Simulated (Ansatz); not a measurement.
An ordered 6-atom cell of B3As2N on the zincblende lattice (Imm2): a relaxation of cell and atoms in the plane-wave code Ansatz (r2SCAN). The starting cell comes from a relaxation with PBE.

```yaml
crystal:
  lattice:
    - [-1.5749396483, 4.7061984918, 2.2151329356]
    - [1.5749396483, -4.7061984918, 2.2151329356]
    - [1.5749396483, 4.7061984918, -2.2151329356]
  atoms:
    - { symbol: "N", position: [-0.0126493459, -0.0126493459, 0.0] }
    - { symbol: B, position: [0.186722709, 0.686722709, 0.5] }
    - { symbol: As, position: [0.3371997508, 0.000545295, 0.3366544558] }
    - { symbol: B, position: [0.6495073995, 0.7874180235, 0.862089376] }
    - { symbol: As, position: [0.6638908392, 0.000545295, 0.6633455442] }
    - { symbol: B, position: [0.9253286475, 0.7874180235, 0.137910624] }
kpoints:
  mp_grid: { grid: [10, 10, 10] }
hamiltonian:
  xc: r2scan
scf:
  occupations: { method: fermi_dirac, width: 0.02 }
relax:
  f_tol: 0.005
  cell: {}
```

The trajectory has 6 recorded frames, each with fractional positions and then forces in eV/Å along x, y and z. Some frames, the last among them, repeat a geometry solved again on a basis re-selected at its cell; pressure is positive in compression.

Step 1: energy 0.0 meV/atom from step 1, largest force component 0.218 eV/Å, pressure -2.25 GPa; a = 5.435 Å, b = 5.435 Å, c = 5.435 Å, α = 146.31°, β = 60.02°, γ = 131.89°
```
N  0.9874 0.9874 0.0000     0.000   0.000  -0.094
B  0.1867 0.6867 0.5000     0.000   0.000   0.218
As 0.3372 0.0005 0.3367     0.000   0.031   0.041
B  0.6495 0.7874 0.8621     0.000  -0.060  -0.103
As 0.6639 0.0005 0.6633     0.000  -0.031   0.041
B  0.9253 0.7874 0.1379     0.000   0.060  -0.103
```

Step 2: energy -1.1 meV/atom from step 1, largest force component 0.058 eV/Å, pressure -0.52 GPa; a = 5.417 Å, b = 5.417 Å, c = 5.417 Å, α = 146.25°, β = 60.00°, γ = 131.95°
```
N  0.9872 0.9872 0.0000     0.000   0.000  -0.033
B  0.1881 0.6881 0.5000     0.000   0.000   0.058
As 0.3372 0.0007 0.3364     0.000   0.039   0.000
B  0.6485 0.7866 0.8619     0.000  -0.028  -0.012
As 0.6643 0.0007 0.6636     0.000  -0.039   0.000
B  0.9247 0.7866 0.1381     0.000   0.028  -0.012
```

Step 3: energy -1.2 meV/atom from step 1, largest force component 0.037 eV/Å, pressure +0.06 GPa; a = 5.411 Å, b = 5.411 Å, c = 5.411 Å, α = 146.28°, β = 60.05°, γ = 131.87°
```
N  0.9869 0.9869 0.0000     0.000   0.000   0.037
B  0.1886 0.6886 0.5000     0.000   0.000  -0.025
As 0.3374 0.0007 0.3367     0.000  -0.021  -0.005
B  0.6483 0.7866 0.8617     0.000  -0.003  -0.001
As 0.6640 0.0007 0.6633     0.000   0.021  -0.005
B  0.9249 0.7866 0.1383     0.000   0.003  -0.001
```

Step 4: energy -1.2 meV/atom from step 1, largest force component 0.005 eV/Å, pressure +0.03 GPa; a = 5.412 Å, b = 5.412 Å, c = 5.412 Å, α = 146.25°, β = 60.02°, γ = 131.93°
```
N  0.9871 0.9871 0.0000     0.000   0.000   0.005
B  0.1884 0.6884 0.5000     0.000   0.000   0.000
As 0.3373 0.0007 0.3366     0.000  -0.002  -0.001
B  0.6483 0.7866 0.8617     0.000  -0.003  -0.002
As 0.6641 0.0007 0.6634     0.000   0.002  -0.001
B  0.9248 0.7866 0.1383     0.000   0.003  -0.002
```

Step 5: energy -1.2 meV/atom from step 1, largest force component 0.001 eV/Å, pressure 0.00 GPa; a = 5.412 Å, b = 5.412 Å, c = 5.412 Å, α = 146.26°, β = 60.02°, γ = 131.92°
```
N  0.9871 0.9871 0.0000     0.000   0.000   0.000
B  0.1884 0.6884 0.5000     0.000   0.000  -0.001
As 0.3373 0.0007 0.3366     0.000   0.000   0.000
B  0.6483 0.7865 0.8617     0.000   0.000   0.000
As 0.6641 0.0007 0.6634     0.000   0.000   0.000
B  0.9248 0.7865 0.1383     0.000   0.000   0.000
```

Step 6: energy -1.2 meV/atom from step 1, largest force component 0.001 eV/Å, pressure 0.00 GPa; a = 5.412 Å, b = 5.412 Å, c = 5.412 Å, α = 146.26°, β = 60.02°, γ = 131.92°
```
N  0.9871 0.9871 0.0000     0.000   0.000   0.000
B  0.1884 0.6884 0.5000     0.000   0.000  -0.001
As 0.3373 0.0007 0.3366     0.000   0.000   0.000
B  0.6483 0.7865 0.8617     0.000   0.000   0.000
As 0.6641 0.0007 0.6634     0.000   0.000   0.000
B  0.9248 0.7865 0.1383     0.000   0.000   0.000
```

In 5 steps the volume changed by -1.2 %; between the first SCF and the last, each on a basis chosen for its cell, the energy fell by 1.2 meV an atom. Final cell: it is orthorhombic, Imm2 (No. 44); conventional cell a = 3.141 Å, b = 9.373 Å, c = 4.409 Å, 10.82 Å³ an atom. N is surrounded by 4 B at 1.57–1.80 Å; B is surrounded by 2 N at 1.80 Å and 2 As at 2.06 Å; As is surrounded by 4 B at 2.03–2.08 Å; B is surrounded by 1 N at 1.57 Å and 3 As at 2.03–2.08 Å.

Run as `ansatz run input.yaml --threads 4 --pin off --max-ram 6451MiB --backend cpu --events-out ev --progress --plain --runs-dir out`. It took 110 s on 4 threads of Intel(R) Xeon(R) Processor @ 2.50GHz (Skylake/Cascade Lake) (shared host), load about 0.9 per core; peak host memory 0.74 GiB.

The calculation is spin-unpolarised, and the structure need not be a phase that has been made.
